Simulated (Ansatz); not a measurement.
**LuAl6: relaxation (Ansatz)**

Launch command:

```bash
ansatz run input.yaml --threads 2 --pin off --max-ram 2560MiB --backend cpu --events-out ev --progress --plain --runs-dir out
```

Input:

```yaml
crystal:
  lattice:
    - [4.716829, 0.0, 0.0]
    - [0.0, 4.716829, 0.0]
    - [0.0, 0.0, 4.716829]
  atoms:
    - { symbol: Al, position: [0.197, 0.5, 0.5] }
    - { symbol: Al, position: [0.5, 0.197, 0.5] }
    - { symbol: Al, position: [0.803, 0.5, 0.5] }
    - { symbol: Al, position: [0.5, 0.803, 0.5] }
    - { symbol: Al, position: [0.5, 0.5, 0.197] }
    - { symbol: Al, position: [0.5, 0.5, 0.803] }
    - { symbol: Lu, position: [0.0, 0.0, 0.0] }
  symmetry: { tolerance: 0.0003 }
kpoints:
  mp_grid: { grid: [7, 7, 7], shift: [0, 0, 0] }
magnetization:
  spin_polarized: false
scf:
  occupations: { method: fermi_dirac, width: 0.0515 }
  lower_state_search: "off"
hamiltonian:
  pseudopotentials: { kind: paw }
  xc: pbe
basis:
  ecutwfc: 420
  fft_grid_basis: typed
relax:
  max_steps: 60
  cell: { p_target: 0.0 }
  f_tol: 0.03
output:
  forces: true
  stress: true
  eigenvalues: true
  bader: true
  populations: true
  elf: true
  write_potential: true
  volumetric_format: npy
  dos:
    e_range: [-12, 8]
    de: 0.05
    projected: { site_lists: { Al: [Al], Lu: [Lu] } }
  write_density: true
checkpoint:
  read: saved_state
```

Origin of the cell: a known structure type with other elements, at an estimated volume, so it need not be a known compound.

The saved state is a converged single point of the same cell.

Steps («new basis» is an SCF on plane waves selected anew at the same cell):

```csv
step,ΔF (meV/atom),max force component (eV/Å),P (GPa),volume (Å³),SCF iterations,step was
1,0.0,5.738,115.09,104.94,7,accepted
2,-1365.9,1.005,71.64,121.05,9,accepted
3,-2256.2,0.919,43.78,138.84,9,accepted
4,-2835.0,0.133,24.96,158.17,9,accepted
5,-3174.0,0.024,12.18,179.22,8,accepted
6,-3319.4,0.023,2.66,202.06,9,accepted
7,-3328.2,0.017,0.06,209.55,7,accepted
8,-3328.2,0.006,0.00,209.73,6,accepted
9,-3450.2,0.024,3.99,209.73,10,new basis
10,-3478.3,0.081,1.72,221.24,9,accepted
11,-3485.1,0.125,-0.29,234.07,9,accepted
12,-3485.7,0.012,-0.02,232.34,7,accepted
13,-3486.7,0.011,-0.02,232.34,8,new basis
```

Step 1, with forces in eV/Å:

```xyz
7
Lattice="4.717 0.000 0.000 0.000 4.717 0.000 0.000 0.000 4.717" Properties=species:S:1:pos:R:3:forces:R:3 pbc="T T T" step=1
Al    0.929    2.358    2.358   -5.738    0.000    0.000
Al    2.358    0.929    2.358    0.000   -5.738    0.000
Al    3.788    2.358    2.358    5.738    0.000    0.000
Al    2.358    3.788    2.358    0.000    5.738    0.000
Al    2.358    2.358    0.929    0.000    0.000   -5.738
Al    2.358    2.358    3.788    0.000    0.000    5.738
Lu    0.000    0.000    0.000    0.000    0.000    0.000
```

Step 2, with forces in eV/Å:

```xyz
7
Lattice="4.947 0.000 0.000 0.000 4.947 0.000 0.000 0.000 4.947" Properties=species:S:1:pos:R:3:forces:R:3 pbc="T T T" step=2
Al    0.955    2.473    2.473   -1.005    0.000    0.000
Al    2.473    0.955    2.473    0.000   -1.005    0.000
Al    3.992    2.473    2.473    1.005    0.000    0.000
Al    2.473    3.992    2.473    0.000    1.005    0.000
Al    2.473    2.473    0.955    0.000    0.000   -1.005
Al    2.473    2.473    3.992    0.000    0.000    1.005
Lu    0.000    0.000    0.000    0.000    0.000    0.000
```

Step 3, with forces in eV/Å:

```xyz
7
Lattice="5.178 0.000 0.000 0.000 5.178 0.000 0.000 0.000 5.178" Properties=species:S:1:pos:R:3:forces:R:3 pbc="T T T" step=3
Al    1.007    2.589    2.589   -0.919    0.000    0.000
Al    2.589    1.007    2.589    0.000   -0.919    0.000
Al    4.171    2.589    2.589    0.919    0.000    0.000
Al    2.589    4.171    2.589    0.000    0.919    0.000
Al    2.589    2.589    1.007    0.000    0.000   -0.919
Al    2.589    2.589    4.171    0.000    0.000    0.919
Lu    0.000    0.000    0.000    0.000    0.000    0.000
```

Step 4, with forces in eV/Å:

```xyz
7
Lattice="5.408 0.000 0.000 0.000 5.408 0.000 0.000 0.000 5.408" Properties=species:S:1:pos:R:3:forces:R:3 pbc="T T T" step=4
Al    1.051    2.704    2.704   -0.133    0.000    0.000
Al    2.704    1.051    2.704    0.000   -0.133    0.000
Al    4.357    2.704    2.704    0.133    0.000    0.000
Al    2.704    4.357    2.704    0.000    0.133    0.000
Al    2.704    2.704    1.051    0.000    0.000   -0.133
Al    2.704    2.704    4.357    0.000    0.000    0.133
Lu    0.000    0.000    0.000    0.000    0.000    0.000
```

Step 5, with forces in eV/Å:

```xyz
7
Lattice="5.638 0.000 0.000 0.000 5.638 0.000 0.000 0.000 5.638" Properties=species:S:1:pos:R:3:forces:R:3 pbc="T T T" step=5
Al    1.102    2.819    2.819   -0.024    0.000    0.000
Al    2.819    1.102    2.819    0.000   -0.024    0.000
Al    4.537    2.819    2.819    0.024    0.000    0.000
Al    2.819    4.537    2.819    0.000    0.024    0.000
Al    2.819    2.819    1.102    0.000    0.000   -0.024
Al    2.819    2.819    4.537    0.000    0.000    0.024
Lu    0.000    0.000    0.000    0.000    0.000    0.000
```

Step 6, with forces in eV/Å:

```xyz
7
Lattice="5.868 0.000 0.000 0.000 5.868 0.000 0.000 0.000 5.868" Properties=species:S:1:pos:R:3:forces:R:3 pbc="T T T" step=6
Al    1.153    2.934    2.934    0.023    0.000    0.000
Al    2.934    1.153    2.934    0.000    0.023    0.000
Al    4.715    2.934    2.934   -0.023    0.000    0.000
Al    2.934    4.715    2.934    0.000   -0.023    0.000
Al    2.934    2.934    1.153    0.000    0.000    0.023
Al    2.934    2.934    4.715    0.000    0.000   -0.023
Lu    0.000    0.000    0.000    0.000    0.000    0.000
```

Step 7, with forces in eV/Å:

```xyz
7
Lattice="5.940 0.000 0.000 0.000 5.940 0.000 0.000 0.000 5.940" Properties=species:S:1:pos:R:3:forces:R:3 pbc="T T T" step=7
Al    1.169    2.970    2.970    0.017    0.000    0.000
Al    2.970    1.169    2.970    0.000    0.017    0.000
Al    4.770    2.970    2.970   -0.017    0.000    0.000
Al    2.970    4.770    2.970    0.000   -0.017    0.000
Al    2.970    2.970    1.169    0.000    0.000    0.017
Al    2.970    2.970    4.770    0.000    0.000   -0.017
Lu    0.000    0.000    0.000    0.000    0.000    0.000
```

Step 9, with forces in eV/Å:

```xyz
7
Lattice="5.941 0.000 0.000 0.000 5.941 0.000 0.000 0.000 5.941" Properties=species:S:1:pos:R:3:forces:R:3 pbc="T T T" step=9
Al    1.170    2.971    2.971   -0.024    0.000    0.000
Al    2.971    1.170    2.971    0.000   -0.024    0.000
Al    4.771    2.971    2.971    0.024    0.000    0.000
Al    2.971    4.771    2.971    0.000    0.024    0.000
Al    2.971    2.971    1.170    0.000    0.000   -0.024
Al    2.971    2.971    4.771    0.000    0.000    0.024
Lu    0.000    0.000    0.000    0.000    0.000    0.000
```

Step 10, with forces in eV/Å:

```xyz
7
Lattice="6.048 0.000 0.000 0.000 6.048 0.000 0.000 0.000 6.048" Properties=species:S:1:pos:R:3:forces:R:3 pbc="T T T" step=10
Al    1.197    3.024    3.024   -0.081    0.000    0.000
Al    3.024    1.197    3.024    0.000   -0.081    0.000
Al    4.851    3.024    3.024    0.081    0.000    0.000
Al    3.024    4.851    3.024    0.000    0.081    0.000
Al    3.024    3.024    1.197    0.000    0.000   -0.081
Al    3.024    3.024    4.851    0.000    0.000    0.081
Lu    0.000    0.000    0.000    0.000    0.000    0.000
```

Step 11, with forces in eV/Å:

```xyz
7
Lattice="6.163 0.000 0.000 0.000 6.163 0.000 0.000 0.000 6.163" Properties=species:S:1:pos:R:3:forces:R:3 pbc="T T T" step=11
Al    1.217    3.081    3.081    0.125    0.000    0.000
Al    3.081    1.217    3.081    0.000    0.125    0.000
Al    4.946    3.081    3.081   -0.125    0.000    0.000
Al    3.081    4.946    3.081    0.000   -0.125    0.000
Al    3.081    3.081    1.217    0.000    0.000    0.125
Al    3.081    3.081    4.946    0.000    0.000   -0.125
Lu    0.000    0.000    0.000    0.000    0.000    0.000
```

Step 13, with forces in eV/Å:

```xyz
7
Lattice="6.148 0.000 0.000 0.000 6.148 0.000 0.000 0.000 6.148" Properties=species:S:1:pos:R:3:forces:R:3 pbc="T T T" step=13
Al    1.217    3.074    3.074    0.011    0.000    0.000
Al    3.074    1.217    3.074    0.000    0.011    0.000
Al    4.930    3.074    3.074   -0.011    0.000    0.000
Al    3.074    4.930    3.074    0.000   -0.011    0.000
Al    3.074    3.074    1.217    0.000    0.000    0.011
Al    3.074    3.074    4.930    0.000    0.000   -0.011
Lu    0.000    0.000    0.000    0.000    0.000    0.000
```

| Property | Result |
| --- | --- |
| Free energy lowered by | 3486.7 meV/atom |
| Volume change | 121.40 % |
| Final pressure | -0.02 GPa |
| Relaxation steps listed | 13 |
| Formation energy (elements under the same functional, gases as molecules, uncorrected) | 0.752 eV/atom |

Caveats: no moments, though an odd count or open d shells may carry them; no spin-orbit coupling, though heavy elements are present; the given cell is far from equilibrium, with atoms too close or a volume far off; the relaxation held the start's symmetry, so the end may be a saddle point.

Time: 310 s of wall time on 2 CPU thread(s) of a shared host, from a saved density.
